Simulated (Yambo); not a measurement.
A G0W0@PBEsol run in Yambo for KOH (space group Cmc2_1, No. 36) (4×4×4 Γ-centred k mesh, 117 bands and a 7 Ry block in the screening, 117 bands in G with the Bruneval-Gonze terminator, plasmon pole fitted at 27.2 eV) gives these matrix elements, in eV, at the band edges ((-0.5, -0.5, 0) → Γ):

| state | E0 | <Vxc> | <Σx> | <Σc(E0)> | Z |
|---|---|---|---|---|---|
| valence edge | 0.000 | -18.726 | -24.659 | 3.956 | 0.801 |
| conduction edge | 3.856 | -9.253 | -5.047 | -3.141 | 0.875 |

### Question
Solve the linearised quasiparticle equation for both states, give the gap, and say how exchange and correlation each act on it.

### Answer
E = E0 + Z(Σx + Σc − Vxc). Valence: 0.000 + 0.801 × (-24.659 + (3.956) − (-18.726)) = -1.58 eV. Conduction: 3.856 + 0.875 × (-5.047 + (-3.141) − (-9.253)) = 4.79 eV. The gap is 6.37 eV, against 3.86 eV in PBEsol. Replacing Vxc by bare exchange alone would open it by 10.14 eV; correlation takes back 7.10 eV of that, and Z scales what is left. Nearest settings tried, and what they do to the gap: 76 bands in W, 76 bands in G: +29 meV; 1 Ry block (13 vectors against 173): +726 meV. Not varied: mesh. So the settings aren't converged at that level. 

Geometry of the Materials Project entry, not relaxed at this level; primitive cell a = 5.539 Å, b = 5.539 Å, c = 3.973 Å, α = 90.00°, β = 90.00°, γ = 138.58°.

The structure is a Materials Project entry; no match was found in the copy of COD used, and its stability was not checked.
